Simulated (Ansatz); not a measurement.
ZnO2 in space group Pa-3 (No. 205; Zn on 4a, O on 8c), r²SCAN (plane waves, PAW; program Ansatz), all energies at zero smearing, with the estimated change up to a 700 eV cutoff added, with one set of potentials and settings (totals compare only within such a set). Cell of 12 atoms (4 Zn, 8 O): -17841.233 eV.

```
element                            reference phase  E (eV/atom)
-------  -----------------------------------------  -----------
Zn                   P6_3/mmc, 2 atoms in the cell   -3325.6729
O        C2/m, 4 atoms in the cell, spin-polarised    -566.0281
```

Formation energy per atom, worked out: (-17841.233 − 4×(-3325.6729) − 8×(-566.0281))/12 = -0.860 eV/atom (-83 kJ per mol of atoms), at 0 K, without zero-point energy or fitted corrections.

The workflow started from a Materials Project entry (that database holds measured and hypothetical structures alike); the Crystallography Open Database copy checked does not list it. Whether it is the stable phase at ambient conditions was not checked. The cell was relaxed with r²SCAN under the symmetry of its start; whether a distortion lowers the energy is not shown. The references are the lowest solids computed at this level, not always the standard phases (solids in place of the gases).

Potentials: the later of the program's two PAW sets.
